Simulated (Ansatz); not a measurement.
The start is a generated cell, SrTiO3 built in the R-3c-perovskite structure type. The structure is fully relaxed (lattice and positions, P = 0) with r2SCAN (plane waves to 500 eV, PAW, scalar-relativistic; Ansatz, a quantum-chemistry and plane-wave program). The first steps use a coarse 5×5×5 k-mesh.

Input geometry:
```yaml
crystal:
  lattice:
    - [2.72864, 1.57538, 4.44517]
    - [-2.72864, 1.57538, 4.44517]
    - [0.00000, -3.15077, 4.44517]
  atoms:
    - { symbol: Sr, position: [0.25000, 0.25000, 0.25000] }
    - { symbol: Sr, position: [0.75000, 0.75000, 0.75000] }
    - { symbol: Ti, position: [0.00000, 0.00000, 0.00000] }
    - { symbol: Ti, position: [0.50000, 0.50000, 0.50000] }
    - { symbol: O, position: [0.77510, 0.72490, 0.25000] }
    - { symbol: O, position: [0.25000, 0.77510, 0.72490] }
    - { symbol: O, position: [0.72490, 0.25000, 0.77510] }
    - { symbol: O, position: [0.22490, 0.27510, 0.75000] }
    - { symbol: O, position: [0.75000, 0.22490, 0.27510] }
    - { symbol: O, position: [0.27510, 0.75000, 0.22490] }
```

Problem. How large is the pressure on the unrelaxed cell, and of which sign?

Solution. +7.9 GPa (positive: the cell is compressed).

Problem. What is the largest force in the starting geometry, and on which atom (counted from 1)?

Solution. 0.01 eV/Å, on O5, O6, O7, O8, O9, O10 (atoms numbered as listed).

Problem. How much energy is released per atom?

Solution. 0.011 eV/atom.

Problem. How does the volume change?

Solution. +4.0 %, from 11.46 to 11.92 Å³/atom.

Problem. How do the shortest distances between atoms change?

Solution. The closest pairs of elements (up to four, under 3.6 Å), start → end: O–Ti 1.93 → 1.96 Å; O–Sr 2.59 → 2.66 Å; O–O 2.73 → 2.76 Å; Sr–Ti 3.33 → 3.38 Å.

Problem. What band gap does the relaxed structure have at this level?

Solution. 2.33 eV, direct at Γ (no spin-orbit coupling).

Problem. What does it relax into? Give the structure.

Solution. 
```cif
data_O18Sr6Ti6
_chemical_formula_sum 'Sr6 Ti6 O18'
_space_group_name_H-M_alt 'R-3c :H'
_space_group_IT_number 167
_space_group_name_Hall '-R 3 2"c'
_cell_length_a 5.52708
_cell_length_b 5.52708
_cell_length_c 13.51994
_cell_angle_alpha 90.000
_cell_angle_beta 90.000
_cell_angle_gamma 120.000
loop_
_atom_site_label
_atom_site_type_symbol
_atom_site_symmetry_multiplicity
_atom_site_Wyckoff_symbol
_atom_site_fract_x
_atom_site_fract_y
_atom_site_fract_z
_atom_site_occupancy
Sr1 Sr 6 a 0.00000 0.00000 0.25000 1
Ti1 Ti 6 b 0.00000 0.00000 0.00000 1
O1 O 18 e 0.48165 0.48165 0.25000 1
```
(The calculation used a cell of 10 atoms; values per cell refer to that cell.)

The space group stays R-3c (No. 167) (the run could not lower it), with 10 atoms in the primitive cell. Final values are on a 7×7×7 k-mesh of the relaxed cell. No spin polarisation in the result.

The run could not lose the symmetry of its start, so the end can be a saddle point.

The relaxed structure here is a generated cell of SrTiO3: the first start was made by placing the elements on the sites of a structure type, and the end was not matched to a known phase here, so it may be hypothetical. Known forms of SrTiO3 include space group No. 221.
